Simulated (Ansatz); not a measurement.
NiS (NiAs type, P6_3/mmc), PBE in the plane-wave PAW code Ansatz, all energies at zero smearing, with the estimated change up to a 700 eV cutoff added, with one set of potentials and settings (totals compare only within such a set). Cell of 4 atoms (2 Ni, 2 S): -13484.666 eV.

| element | reference phase | E (eV/atom) |
|---|---|---|
| Ni | Fm-3m, 1 atoms in the cell, spin-polarised | -5839.7239 |
| S | Fddd, 32 atoms in the cell | -902.0599 |

Formation energy per atom, worked out: (-13484.666 − 2×(-5839.7239) − 2×(-902.0599))/4 = -0.275 eV/atom (-27 kJ per mol of atoms), at 0 K, without zero-point energy or fitted corrections.

The workflow started from an entry of the Crystallography Open Database (COD, 300 K), which files this formula under 3 space groups. Its standing as an ambient phase is unchecked. The PBE relaxation kept the symmetry of its start; its stability against distortions is not shown here. The workflow began spin-polarised and lost its moments. The references are the lowest solids computed at this level, not always the standard phases.

Potentials: the later of the program's two PAW sets.
